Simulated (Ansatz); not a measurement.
Ti$_{3}$AlC$_{2}$: computed property card

Ti3AlC2:
```xyz
12
Lattice="3.0506 0.0000 0.0000 -1.5253 2.6419 0.0000 0.0000 0.0000 18.4959" Properties=species:S:1:pos:R:3 pbc="T T T"
Ti     1.5253     0.8806     6.9010
Ti     0.0000     1.7613    11.5948
Ti     0.0000     1.7613    16.1490
Ti     1.5253     0.8806     2.3469
Ti     0.0000     0.0000     9.2479
Ti     0.0000     0.0000     0.0000
Al     0.0000     0.0000    13.8719
Al     0.0000     0.0000     4.6240
C      0.0000     1.7613     7.9681
C      1.5253     0.8806    10.5277
C      1.5253     0.8806    17.2161
C      0.0000     1.7613     1.2798
```

Space group P6_3/mmc (No. 194); conventional cell a = b = 3.051 Å, c = 18.496 Å, α = β = 90.00°, γ = 120.00°.

Method: PBEsol (plane waves, PAW; program Ansatz). Geometry: relaxed at this level of theory. Other levels are named where they apply.

### Cell and energy

| Quantity | Result |
|---|---|
| Volume per atom | 12.42 Å³ |
| Density | 4.34 g/cm³ |
| Formation energy from the elements (no fitted shifts) | -80 kJ/mol-atom |

### Electronic structure

| Quantity | Result |
|---|---|
| Electronic character | metallic (no gap) |
| Density of states at the Fermi level | 0.30 states/eV per atom (mean over ±0.08 eV) |

### Mechanics

| Quantity | Result |
|---|---|
| Bulk modulus (Birch–Murnaghan fit) | 166 GPa |
| Pressure derivative B′ | 4.4 |
| Elastic constants (relaxed ions, GPa) | C11 = 372, C12 = 81.4, C13 = 74.8, C33 = 310, C44 = 129 |
| Mechanical stability | stable (all eigenvalues of C positive) |
| Hill bulk and shear moduli | 168 and 135 GPa |
| Young's modulus | 320 GPa |
| Poisson's ratio | 0.18 |
| Debye temperature from the elastic constants | 791 K |

### Phonons

| Quantity | Result |
|---|---|
| Highest zone-centre frequency | 672 cm^-1 |
| Zone-centre stability | no imaginary mode at Γ |

The first step of the workflow began from a Materials Project structure, measured or hypothetical; the Crystallography Open Database files this formula in space group No. 194, but the cells were not matched. Whether it is the stable phase at ambient conditions was not checked. Symmetry was held in the PBEsol relaxation. No spin polarisation was allowed. As this level gives no gap, shear constants depend on the k-mesh and smearing (Fermi–Dirac, 0.1 eV here). As this level gives no gap, phonon frequencies hold no LO–TO term and depend on the k-mesh and smearing (Fermi–Dirac, 0.1 eV here). The references are the lowest solids computed at this level, not always the standard phases.

Potentials: the earlier of the program's two PAW sets. The files were generated under PBE; for other functionals the program regenerates the frozen cores, and for LDA and PBEsol the local potential too.
